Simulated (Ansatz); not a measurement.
**HfOs: energy along a strain**

HfOs, Pm-3m, a = 3.239 Å (as given, not relaxed at this level: -3.2 GPa). The structure is a COD entry; whether it is the stable form wasn't checked. Ansatz: PBEsol, PAW, 420 eV, Γ-centred 14×14×14 mesh on 2 atoms, Gaussian smearing 0.15 eV; no spin polarisation. Cell vectors (Å): 3.239 0.000 0.000; 0.000 3.239 0.000; 0.000 0.000 3.239. The cell is strained by x per cent times the pattern (0 0 0 0 0 1) in the order xx yy zz yz xz xy (engineering shears), with fractional coordinates held. y is the free energy over the start, V0 = 16.990 Å³/atom. Symmetry makes y even in x. Points with a strain past 8.5 % were computed too (2) and aren't used here.

```
x (%) y (meV/atom)
-5.00         14.38
 0.00          0.00
 1.25          0.90
 2.50          3.60
 3.75          8.09
 6.25         22.50
 7.50             ?
```

Question: Fit y = c2 x² + c4 x⁴ to the other rows, get the stiffness along the pattern, and predict the missing energy.

Answer: Least squares on the rows shown. y = 0.57465 x² + 3.2950×10⁻⁵ x⁴. The clamped-ion stiffness p·C·p = 2 × 5.747 eV × 160.2 / 16.990 Å³ = 108 GPa, which is C66 in these axes (C44 of the cubic crystal) (second derivative at the start, which stands under stress). At x = 7.50 the fit asked for gives 32.43 meV/atom. The run gave 32.48 meV/atom, so the fit is 0.05 meV/atom too low, a small miss on the scale of the series.

Spin–orbit coupling is left out, which can shift energies with elements as heavy as these.